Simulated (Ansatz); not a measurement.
How far is PAW off for Li2Pt?

```xyz
3
Lattice="4.1023 0.0000 0.0000 -2.0511 3.5527 0.0000 0.0000 0.0000 2.6610" Properties=species:S:1:pos:R:3 pbc="T T T"
Li    0.0000    2.3685    1.3305
Li    2.0511    1.1842    1.3305
Pt    0.0000    0.0000    0.0000
```

Atom numbers follow the list: Li1, Li2, Pt3.

The conventional cell has a = 4.102 Å, b = 4.102 Å, c = 2.661 Å, α = 90.00°, β = 90.00°, γ = 120.00°. Li (atom 1) is surrounded by 5 Li at 2.37 to 2.66 Å and 6 Pt at 2.72 Å. Around Pt (atom 3) lie 2 Pt at 2.66 Å and 12 Li at 2.72 Å.

The cell comes from COD entry 1523301, which wasn't checked; take it as a given geometry. The listed cell was then made from it by scaling, straining or moving an atom.

No spin–orbit coupling, which matters for the heavy atoms here.

Methods: DFT, LDA, PAW with Ansatz's default frozen-core files, scalar-relativistic (Ansatz 0.2.0); DFT, LDA, all-electron PAW with datasets made for the crystal, scalar-relativistic (Ansatz 0.2.0); DFT, LDA, all-electron LAPW, scalar-relativistic (Ansatz 0.2.0).

For PAW: a Γ-centred 9×9×12 k mesh, Fermi–Dirac smearing of 0.03 eV, cutoff 420 eV, no spin polarisation; the PAW files were made with PBE, and the program remakes their frozen cores for this functional. The crystal-made all-electron datasets (AE datasets) take a cutoff of 280 eV at this cell. LAPW targets a basis error of 1 meV/atom. The Ansatz runs share mesh, smearing and spin set-up. Plane-wave (PAW) pressures include the program's estimate of the Pulay term.

Stress and pressure are positive in compression.

The change that made this cell: equal xx and yy strain of -2 %.

Spin–orbit coupling is left out, which moves gradients at and beside heavy atoms by some per cent and at worst by a factor of two.

In a metal, gradients converge slowly with the k mesh: the values move by tens of per cent from one mesh to another, at times in sign, so only the comparison on one mesh counts.

```csv
quantity,PAW,AE datasets,LAPW
pressure (GPa),-2.22,-2.19,-2.19
stress xx (GPa),-1.42,-1.38,-1.38
stress zz (GPa),-3.83,-3.81,-3.81
largest principal field gradient Vzz at Pt3 (10²¹ V/m²),-27.09,-27.89,–
```

PAW's pressure differs from the LAPW value by -0.03 GPa.
